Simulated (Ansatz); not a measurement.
Polymorphs of TaW, each relaxed with plane-wave PAW r²SCAN (Ansatz code):

A: Cmcm
a = 3.0519 Å, b = 10.2153 Å, c = 4.5091 Å, α = 90.00°, β = 90.00°, γ = 90.00°

```csv
atom,site,symmetry,x,y,z
Ta,4c,m2m,0.0000,0.3512,0.2500
W,4c,m2m,0.0000,0.0859,0.2500
```

B: rock salt (Fm-3m)
a = b = c = 5.344 Å, α = β = γ = 90.00°

```json
[
 {"atom": "Ta", "site": "4a", "symmetry": "m-3m", "x": "0.0000", "y": "0.0000", "z": "0.0000"},
 {"atom": "W", "site": "4b", "symmetry": "m-3m", "x": "0.5000", "y": "0.5000", "z": "0.5000"}
]
```

C: CsCl type (Pm-3m)
a = 3.2265 Å, b = 3.2265 Å, c = 3.2265 Å, α = 90.00°, β = 90.00°, γ = 90.00°

| atom | site | symmetry | x | y | z |
|---|---|---|---|---|---|
| W | 1b | m-3m | 0.5000 | 0.5000 | 0.5000 |
| Ta | 1a | m-3m | 0.0000 | 0.0000 | 0.0000 |

Task: Put the candidates in order of energy per atom at 0 K, lowest first, for r²SCAN.

Result: C (+0 meV/atom), A (+664 meV/atom), B (+1361 meV/atom)

Typed or built starts, not in the databases checked: A; B; C. Unstable at this level: B. All cells were relaxed under the symmetry of their starts (and spin orders); stability against distortions was not tested throughout. Rows with no word on spin ran without spin polarisation. Scalar-relativistic: spin–orbit coupling is off unless named, which matters more the heavier the elements.

Energies hold the estimated change up to a 700 eV cutoff; steps of a few meV lie near the error of the meshes.

Potentials: the later of the program's two PAW sets.
